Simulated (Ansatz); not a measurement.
NbSiO:
```xyz
6
Lattice="3.2457 0.0000 0.0000 0.0000 3.2457 0.0000 0.0000 0.0000 6.8805" Properties=species:S:1:pos:R:3 pbc="T T T"
Nb     0.0000     1.6229     4.8184
Nb     1.6229     0.0000     2.0622
Si     0.0000     0.0000     0.0000
Si     1.6229     1.6229     0.0000
O      1.6229     0.0000     4.1987
O      0.0000     1.6229     2.6818
```

Relaxed with PBEsol in the plane-wave PAW code Ansatz. Indices refer to the conventional cell of P4/nmm, a = b = 3.246 Å, c = 6.881 Å, α = β = γ = 90.00°.

Task: Simulate the powder diffraction pattern (Ag Kα, λ = 0.560885 Å; lines above 1 %) up to 2θ = 30°.

Result: Simulated powder pattern, Ag Kα, λ = 0.560885 Å (kinematic, ideal powder, no thermal factors, no anomalous dispersion; the 30 strongest lines at most, above 1 %, up to 2θ = 30°):

| 2θ (°) | d (Å) | I/Imax (%) | hkl |
|---|---|---|---|
| 4.67 | 6.881 | 4.2 | (001) |
| 9.35 | 3.440 | 12 | (002) |
| 10.96 | 2.936 | 100 | (101) |
| 13.64 | 2.361 | 14 | (102) |
| 14.04 | 2.295 | 28 | (110) |
| 14.05 | 2.294 | 26 | (003) |
| 14.80 | 2.177 | 35 | (111) |
| 16.89 | 1.909 | 52 | (112) |
| 17.22 | 1.873 | 23 | (103) |
| 18.77 | 1.720 | 1.9 | (004) |
| 19.90 | 1.623 | 29 | (200) |
| 19.91 | 1.622 | 9.3 | (113) |
| 21.27 | 1.520 | 23 | (104) |
| 22.03 | 1.468 | 4.9 | (202) |
| 22.78 | 1.420 | 28 | (211) |
| 23.52 | 1.376 | 1.6 | (005)+(114) |
| 24.21 | 1.337 | 6.4 | (212) |
| 24.44 | 1.325 | 20 | (203) |
| 26.43 | 1.227 | 11 | (213) |
| 27.49 | 1.180 | 17 | (115)+(204) |
| 28.29 | 1.148 | 9.4 | (220) |
| 29.29 | 1.109 | 17 | (214) |
| 29.86 | 1.089 | 1.9 | (222) |

The start of the workflow was typed in or built on a structure type; neither database checked (COD, Materials Project) lists it. Whether it is the stable phase at ambient conditions was not checked. The PBEsol relaxation kept the symmetry of its start; its stability against distortions is not shown here. The workflow began spin-polarised and lost its moments.

Potentials: the earlier of the program's two PAW sets. The files were generated under PBE; for other functionals the program regenerates the frozen cores, and for LDA and PBEsol the local potential too.
